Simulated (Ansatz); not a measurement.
HfO2 (fluorite)

```xyz
3
Lattice="0.0000 2.5219 2.5219 2.5219 0.0000 2.5219 2.5219 2.5219 0.0000" Properties=species:S:1:pos:R:3 pbc="T T T"
Hf     0.0000     0.0000     0.0000
O      1.2609     1.2609     1.2609
O      3.7828     3.7828     3.7828
```

The slice is a {110} plane (indices of the conventional cell) through the point (0.000, 0.000, 0.000) (fractional), spanned by u = [100] and v = [1 -1 -1] in vectors of this cell: u (3.57 Å) and v (5.04 Å, at 90° to u). It covers one period; positions are fractions (u, v).

These are PBEsol (plane waves to 420 eV, PAW, scalar-relativistic; Ansatz, a first-principles code) values and carry that method's errors. k mesh 11×11×11. Near the nuclei the fields are pseudised (PAW); where an atom keeps semicore shells as valence, they peak there. HfO2 is run without spin polarisation. HfO2 was relaxed with its symmetry unable to fall. Spin-orbit coupling is left out, though Hf is heavy. This is a high-temperature form of HfO2.

Three fields on this plane, each scaled to ten steps between its own extremes (0 low, 9 high; the total valence density on a logarithmic scale, the potential cut 8 eV below its top; x marks points blanked near nuclei; v = 0 in the bottom row):

Map A
```
|xxxxxx211000000112xxxxx|
|xxxxxx110000000011xxxxx|
|xxxxx0000xxxxxx0000xxxx|
|xxxxx000xxxxxxxx000xxxx|
|xxx4210xxxxxxxxxx0124xx|
|9863210xxxxxxxxxx012368|
|664311xxxxxxxxxxxx11346|
|433210xxxxxxxxxxxx01233|
|222100xxxxxxxxxxxx00122|
|1111000xxxxxxxxxx000111|
|1110000xxxxxxxxxx000011|
|11000000xxxxxxxx0000001|
|000000000xxxxxx00000000|
|00000000000000000000000|
|00000000000000000000000|
|00000000000000000000000|
|00000000000000000000000|
|00000000000000000000000|
|000000000xxxxxx00000000|
|11000000xxxxxxxx0000001|
|1110000xxxxxxxxxx000011|
|1111000xxxxxxxxxx000111|
|222100xxxxxxxxxxxx00122|
|433210xxxxxxxxxxxx01233|
|664311xxxxxxxxxxxx11346|
|9863210xxxxxxxxxx012368|
|xxx4210xxxxxxxxxx0124xx|
|xxxxx000xxxxxxxx000xxxx|
|xxxxx0000xxxxxx0000xxxx|
|xxxxxx110000000011xxxxx|
|xxxxxx211000000112xxxxx|
|xxxxxx211000000112xxxxx|
```

Map B
```
|xxxxxx111122221111xxxxx|
|xxxxxx233455554332xxxxx|
|xxxxx3457xxxxxx7543xxxx|
|xxxxx469xxxxxxxx964xxxx|
|xxx1248xxxxxxxxxx8421xx|
|0001259xxxxxxxxxx952100|
|000125xxxxxxxxxxxx52100|
|000125xxxxxxxxxxxx52100|
|000124xxxxxxxxxxxx42100|
|0000137xxxxxxxxxx731000|
|0000125xxxxxxxxxx521000|
|00000236xxxxxxxx6320000|
|000001236xxxxxx63210000|
|00000012234554321100000|
|00000000111221110000000|
|00000000001111000000000|
|00000000111221110000000|
|00000011234554322100000|
|000001236xxxxxx63210000|
|00000236xxxxxxxx6320000|
|0000125xxxxxxxxxx521000|
|0000137xxxxxxxxxx731000|
|000124xxxxxxxxxxxx42100|
|000125xxxxxxxxxxxx52100|
|000125xxxxxxxxxxxx52100|
|0001259xxxxxxxxxx952100|
|xxx1248xxxxxxxxxx8421xx|
|xxxxx469xxxxxxxx964xxxx|
|xxxxx3457xxxxxx7543xxxx|
|xxxxxx233455554332xxxxx|
|xxxxxx111122221111xxxxx|
|xxxxxx111111111111xxxxx|
```

Map C
```
|xxxxxx976666666679xxxxx|
|xxxxxx876677776678xxxxx|
|xxxxx9877xxxxxx7789xxxx|
|xxxxx888xxxxxxxx888xxxx|
|xxx9878xxxxxxxxxx8789xx|
|8887778xxxxxxxxxx877788|
|665567xxxxxxxxxxxx76556|
|444456xxxxxxxxxxxx65444|
|333456xxxxxxxxxxxx65433|
|2233467xxxxxxxxxx764332|
|1223456xxxxxxxxxx654322|
|11123457xxxxxxxx7543211|
|001223467xxxxxx76432210|
|00012344567777654432100|
|00011234455665544321100|
|00001233455555543321000|
|00011234455665544321100|
|00012344567777654432100|
|001223467xxxxxx76432210|
|11123457xxxxxxxx7543211|
|1223456xxxxxxxxxx654322|
|2233467xxxxxxxxxx764332|
|333456xxxxxxxxxxxx65433|
|444456xxxxxxxxxxxx65444|
|665567xxxxxxxxxxxx76556|
|8887778xxxxxxxxxx877788|
|xxx9878xxxxxxxxxx8789xx|
|xxxxx888xxxxxxxx888xxxx|
|xxxxx9877xxxxxx7789xxxx|
|xxxxxx876677776678xxxxx|
|xxxxxx976666666679xxxxx|
|xxxxxx976555555679xxxxx|
```

Problem. Assign the maps to these fields: density of the lowest conduction band (whole band as if filled, smooth part); density of the highest valence band (whole band, smooth part); valence electron density.

Solution. A is the density of the lowest conduction band (whole band as if filled, smooth part); B is the density of the highest valence band (whole band, smooth part); C is the valence electron density.
